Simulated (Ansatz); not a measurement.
Name crystals whose computed values (r²SCAN in the plane-wave PAW code Ansatz) fall in these windows: Θ_D (K) 430 to 590; B₀ by P(V) fit (GPa) 200 to 260; G_Hill (GPa) 83 to 120.



```tsv
crystal	Θ_D (K)	B₀ by P(V) fit (GPa)	G_Hill (GPa)
YTaN3, cubic perovskite	504	220	101
AlRu, CsCl type	537	220	118
HfO2, Pnma (Hf on 4c, O on 4c, O on 4c)	463	228	105
Ni, fcc (Cu type)	517	216	108
AlNi3, Cu3Au type	538	202	99.4
```
Others may fit too.

Spin orders computed, not proven ground states: Ni, fcc (Cu type) ferromagnetic; AlNi3, Cu3Au type ferromagnetic. Typed or built starts, not in the databases checked: YTaN3, cubic perovskite. Not the usual ambient phase: HfO2, Pnma (Hf on 4c, O on 4c, O on 4c). All cells were relaxed under the symmetry of their starts (and spin orders); stability against distortions was not tested throughout. Rows with no word on spin ran without spin polarisation. Spin–orbit coupling is left out wherever it is not named.

Potentials: the later of the program's two PAW sets.
